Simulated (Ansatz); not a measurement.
An input for the plane-wave PAW code Ansatz:

```yaml
crystal:
  lattice:
    - [0.0, 3.0082464412, 3.0082464412]
    - [3.0082464412, 0.0, 3.0082464412]
    - [3.0082464412, 3.0082464412, 0.0]
  atoms:
    - { symbol: "Y", position: [0.0, 0.0, 0.0] }
    - { symbol: S, position: [0.25, 0.25, 0.25] }
basis:
  ecutwfc: 420
  ecutrho_ratio: 4
kpoints:
  mp_grid: { grid: [10, 10, 10] }
hamiltonian:
  xc: pbesol
scf:
  occupations: { method: gaussian, width: 0.05 }
output:
  forces: true
  stress: true
  eigenvalues: true
```

Launched as:
```sh
ansatz run input.yaml --threads 4 --pin off --max-ram 8192MiB --backend cpu --events-out ev --progress --plain --runs-dir out
```

The start was a prototype's sites filled with these elements. The Crystallography Open Database lists the compound in space group Fm-3m (rock salt), so this is a trial structure.

**Question.** Before reading the output: what should come out?

**Answer.** Pressure 1.0 GPa, gap on the mesh zero (metallic) (PBEsol, scalar-relativistic).

What the program printed, in part:

```
Pseudopotentials: kind: paw
Pseudopotential: Y, paw, valence charge 11, recommended cutoff 420 eV (normal), Y.paw.azcp
Pseudopotential: S, paw, valence charge 6, recommended cutoff 420 eV (normal), S.paw.azcp
Crystal: 2 atoms, lattice volume = 54.447 Å³
Basis set: ecut = 420 eV, 1067 PW (Γ), exchange–correlation on 60×60×60 points (8 copies of the dense FFT grid, shifted against one another)
Bands: 13, of which v1, the nominal top of the filled ones, is band 9 counted from 1 (8 counted from 0)
Symmetry: 24 space group operations
Space group: F-43m (ITA 216), of the structure as read, at distance tolerance 3.8e-5 Å
k-points: 47 of 1000 (time reversal used)
Initial density: superposition of atomic densities (neutral atoms: chi_scale 0, normalization atom), corrected by the library's trained network
Initial wavefunctions: pseudopotential atomic-orbital guess
Functional: x = pbesol(κ = 0.804, μ = 0.12346), c = pbesol(β = 0.046)
```

SCF trace (energy estimate counted from the last row):
```tsv
iteration	ΔE (eV)	density residual (eV)
1	-0.010	3.28e-2
2	-1.3e-03	6.58e-3
3	3.7e-05	2.28e-4
4	1.7e-05	1.18e-5
5	2.0e-06	2.58e-6
6	0.000	9.39e-8
```

```
SCF 1 converged in 6 iterations: F = -4683.238426 eV  dr2 = 9.39e-8
SCF converged after 6 iterations
Free energy (F): -4683.238426 eV
E sigma→0 (E₀):  -4683.237586 eV
Entropy (-TS):   -0.001681 eV (-0.840 meV/atom)
Fermi energy:    8.575050 eV
--- Forces (eV/Å), atoms counted from 1 ---
  atom   1  Y      0.00000000     0.00000000     0.00000000
  atom   2  S      0.00000000     0.00000000     0.00000000
--- Stress (GPa, compression-positive) ---
        0.984811       0.000000       0.000000
        0.000000       0.984811       0.000000
        0.000000       0.000000       0.984811
  P = ⅓ Tr σ = 0.9848 GPa (9.848 kbar)
```

Cost: 0.93 s on 4 threads of Arm Neoverse V1, with other jobs on the host, peak memory 0.3 GiB.

The cell is a metal with an odd number of electrons, and spin polarisation wasn't tried.
